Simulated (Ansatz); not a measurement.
# Ionic part of the dielectric constant of KPrBr₄, mode by mode

Method: DFT PBE, scalar-relativistic, plane waves, PAW, and for the lanthanide a 4f-in-core norm-conserving potential, in Ansatz 0.2.0. Plane waves to 660 eV; Γ-centred k mesh 6×6×4; fixed occupations. No spin polarisation. Phonons by linear response, acoustic sum rule imposed.

Space group P4/mmm (No. 123), tetragonal, a = 5.149 Å, c = 7.889 Å. K has 8 Br at 3.38 Å; around Pr lie 8 Br at 3.11 Å; around Br lie 2 Pr at 3.11 Å, 2 K at 3.38 Å and 5 Br at 3.50–3.64 Å.

The structure comes from a generated guess, relaxed at this level; another structure or a mixture of phases may lie lower. The run warned that its linear response isn't converged on this k mesh, so dielectric tensors, Born charges and infrared intensities are rough, and the frequencies may be too. Modes under 40 cm⁻¹ are poorly fixed.

The primitive cell has V = 209.17 Å³ and ε∞,xx = 3.768. Each polar mode adds Δε = (4.92064×10⁷/V)·S/ν² along x, with S its oscillator strength in e²/amu, ν in cm⁻¹ and V in Å³.

Task: From these modes, find each Δε and ε0,xx.
| ν (cm⁻¹) | S_xx (e²/amu) |
| --- | --- |
| 50.03 | 0.1301 |
| 90.32 | 0.1839 |
| 117.47 | 0.00502 |

Result:
```
ν (cm⁻¹)     Δε
   50.03  12.23
   90.32   5.30
  117.47   0.09
```

The sum is 17.62, so ε0,xx = 21.39; the run's tensor has 21.38.

Task: Where do the longitudinal modes lie for a wave vector along x?

Result: At 66.81, 116.74, 162.12 cm⁻¹. The Lyddane–Sachs–Teller product Π(ν_LO/ν_TO)² = 5.67 agrees with ε0/ε∞ = 5.67.

The lanthanide is trivalent by construction, without f bands, f moments or other valences.
